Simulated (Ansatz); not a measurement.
# Self-consistent states of MnBr₂ (P-3m1)

Level of theory: PBEsol+U, U = 5.0 eV, J = 0.7 eV (Liechtenstein form) on Mn d, fully localised double counting, scalar-relativistic datasets, 420 eV, PAW set soft_2 (made for PBE), 6×6×3 mesh, Gaussian smearing of 0.05 eV; plane-wave PAW code Ansatz.

```
Mn Br
1.0
     3.82000    0.00000    0.00000
    -1.91000    3.30822    0.00000
     0.00000    0.00000    6.19000
Mn Br
1 2
Direct
  0.00000 0.00000 0.00000
  0.33333 0.66667 0.25000
  0.66667 0.33333 0.75000
```

The structure is that of a cell as deposited in COD, unrelaxed.

Cell and atoms stay fixed, and the cell was started in 6 ways, without spin–orbit coupling. The starts were built for 5 d electrons on Mn, a formal count that the converged states needn't keep. Starting moments of the plain starts: Mn1 5.00 μB (atoms counted from 1).

Energies count from the lowest free state found; constrained states (a lock kept on the moments, or spin off) can lie above or below free ones. A natural orbital (eigenvector of a shell's occupation matrix) is counted as filled above 0.75 (0.9 in a metal) and as partly filled from 0.35 up to that; ↑ and ↓ are the spin channels.

```csv
state,reached from,ΔE (meV/atom),gap (eV),P (GPa),cell spin moment (μB),site spin moments (μB),shell filling,Hubbard energy (eV/cell),flags
1,"typed shells with each spin channel wholly full or empty (5+0 electrons), held for 5 iterations; random orbitals: single harmonics, lower spin (4+1 electrons) (draw 4); from atoms, symmetry kept, no search; 3 more",0.0,3.22,0.5,5.00,Mn 4.56; Br 0.05,"Mn 5↑ 0↓, 5.24 e",0.52,–
```

The lowest free state (state 1) has 5 d electrons in filled orbitals, 5 of them unpaired, the high-spin filling, a gap of 3.22 eV and a whole-number cell moment of 5 μB, as a collinear insulator must have. Its natural occupations are Mn1 spin up: 1.00 1.00 1.00 1.00 1.00; Mn1 spin down: 0.02 0.02 0.02 0.10 0.10. Since all bands are wholly filled or empty, the fractional occupations (0.10) come from mixing of the shell with the neighbours' orbitals (covalency), not from partly filled bands.

All 6 free starts end within 3 meV/atom of the lowest, so here the result hardly hangs on the start.

With one Mn ion in the cell, Mn moments can't oppose each other.

In the lowest free state the fixed cell carries forces up to 0.16 eV/Å; relaxing would change energies and could change the order of close states.

The lowest state found needn't be the ground state of this level of theory. U is one value of a scan, not fitted to this compound, so the states needn't resemble the real material's. Gaps are Kohn–Sham gaps over the k-mesh alone and may be smaller between its points. Site moments are integrated in small spheres and here fall short of the shell's N↑ − N↓.
